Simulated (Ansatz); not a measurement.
Polymorphs of TePb, each relaxed with the program Ansatz at the PBEsol level (PAW):

A: zinc blende (F-43m)
a = b = c = 7.2057 Å, α = β = γ = 90.00°

| atom | site | symmetry | x | y | z |
|---|---|---|---|---|---|
| Pb | 4a | -43m | 0.0000 | 0.0000 | 0.0000 |
| Te | 4d | -43m | 0.7500 | 0.7500 | 0.7500 |

B: rock salt (Fm-3m)
a = 6.443 Å, b = 6.443 Å, c = 6.443 Å, α = 90.00°, β = 90.00°, γ = 90.00°

```json
[
 {"atom": "Te", "site": "4a", "symmetry": "m-3m", "x": "0.0000", "y": "0.0000", "z": "0.0000"},
 {"atom": "Pb", "site": "4b", "symmetry": "m-3m", "x": "0.5000", "y": "0.5000", "z": "0.5000"}
]
```

Put the candidates in order of energy per atom at 0 K, lowest first, for PBEsol.

B (+0 meV/atom), A (+282 meV/atom)

Give each one's gap.

A 0.45 eV; B 0.65 eV.

Typed or built starts, not in the databases checked: A. Not the usual ambient phase: A. Unstable at this level: A. All cells were relaxed under the symmetry of their starts (and spin orders); stability against distortions was not tested throughout. Spin–orbit coupling is left out wherever it is not named.

Energies hold the estimated change up to a 700 eV cutoff; steps of a few meV lie near the error of the meshes.

Potentials: the earlier of the program's two PAW sets. The files were generated under PBE; for other functionals the program regenerates the frozen cores, and for LDA and PBEsol the local potential too.
